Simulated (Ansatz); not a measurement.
Sn: from a starting cell to a relaxed one

The start is a randomly generated symmetric cell of Sn (space group No. 227). The cell and all atomic positions are relaxed at zero pressure with r2SCAN (plane waves to 500 eV, PAW, scalar-relativistic; Ansatz, a first-principles code). The first steps use a coarse 7×7×7 k-mesh.

Initial structure:
```yaml
crystal:
  lattice:
    - [0.00000, 3.93669, 3.93669]
    - [3.93669, 0.00000, 3.93669]
    - [3.93669, 3.93669, 0.00000]
  atoms:
    - { symbol: Sn, position: [0.12500, 0.12500, 0.12500] }
    - { symbol: Sn, position: [0.12500, 0.12500, 0.62500] }
    - { symbol: Sn, position: [0.12500, 0.62500, 0.12500] }
    - { symbol: Sn, position: [0.62500, 0.12500, 0.12500] }
```

Problem. What pressure does the first self-consistent step give?

Solution. +17.4 GPa (positive: the cell is compressed).

Problem. By how much does the energy per atom fall from start to end?

Solution. 0.39 to 0.40 eV/atom (the two k-meshes of the run give this range).

Problem. How does the volume change?

Solution. +31.1 %, from 30.50 to 39.98 Å³/atom.

Problem. How do the shortest distances between atoms change?

Solution. The closest pairs of elements (up to four, under 3.6 Å), start → end: Sn–Sn 2.78 → 3.05 Å.

Problem. Is the relaxed structure metallic? Give its gap.

Solution. No gap (metallic).

Problem. What does it relax into? Give the structure.

Solution. 
Space group Fd-3m, origin choice 1 (No. 227); a = b = c = 8.6166 Å, α = β = γ = 90.00°

```json
[
 {"atom": "Sn", "site": "16d", "symmetry": ".-3m", "x": "0.6250", "y": "0.6250", "z": "0.6250"}
]
```
(The calculation used a cell of 4 atoms; values per cell refer to that cell.)

The space group stays Fd-3m (No. 227) (the run could not lower it), with 4 atoms in the primitive cell. Final values are on a 10×10×10 k-mesh of the relaxed cell. No spin polarisation in the result.

The run could not lose the symmetry of its start: the end is stationary, and may be a saddle point rather than a minimum.

All atoms sit on sites fixed by symmetry, so only the cell could relax.

The relaxed structure here is a generated cell of Sn: the first start was made by a random draw of sites in a space group, and the end was not matched to a known phase here, so it may be hypothetical. A known form of Sn has the same space group but another cell.
